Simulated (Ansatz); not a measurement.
**LDA, PBE, PBEsol and r²SCAN on Ag**

```yaml
crystal:
  lattice:
    - [0.00000, 2.04310, 2.04310]
    - [2.04310, 0.00000, 2.04310]
    - [2.04310, 2.04310, 0.00000]
  atoms:
    - { symbol: Ag, position: [0.00000, 0.00000, 0.00000] }
```

The cell is COD entry 9008459, as deposited and not checked against the literature; nothing was relaxed.

One fixed cell is solved with several functionals by PAW (frozen-core files) in Ansatz 0.2.0, scalar-relativistically. A positive pressure means that the functional wants a larger cell.

The PAW files were made with PBE; their cores are remade for each functional.

Settings: a Γ-centred 15×15×15 k mesh, Fermi–Dirac smearing of 0.03 eV, cutoff 420 eV, no spin polarisation.

Cutoffs: PBE 420 eV, LDA 420 eV, PBEsol 420 eV, r²SCAN 500 eV.

```json
{"setting": "PBE", "P (GPa)": "4.55", "lowest level at Γ above −25 eV, from the valence-band top or, without a gap, the Fermi level (eV)": "-7.94"}
{"setting": "LDA", "P (GPa)": "-7.46", "lowest level at Γ above −25 eV, from the valence-band top or, without a gap, the Fermi level (eV)": "-8.00"}
{"setting": "PBEsol", "P (GPa)": "?", "lowest level at Γ above −25 eV, from the valence-band top or, without a gap, the Fermi level (eV)": "-7.98"}
{"setting": "r²SCAN", "P (GPa)": "1.32", "lowest level at Γ above −25 eV, from the valence-band top or, without a gap, the Fermi level (eV)": "?"}
```

Task: Fill in "P (GPa)" for the row "PBEsol".

Result: -2.76.

Task: What belongs in the row "r²SCAN", column "lowest level at Γ above −25 eV, from the valence-band top or, without a gap, the Fermi level (eV)"?

Result: -8.10.
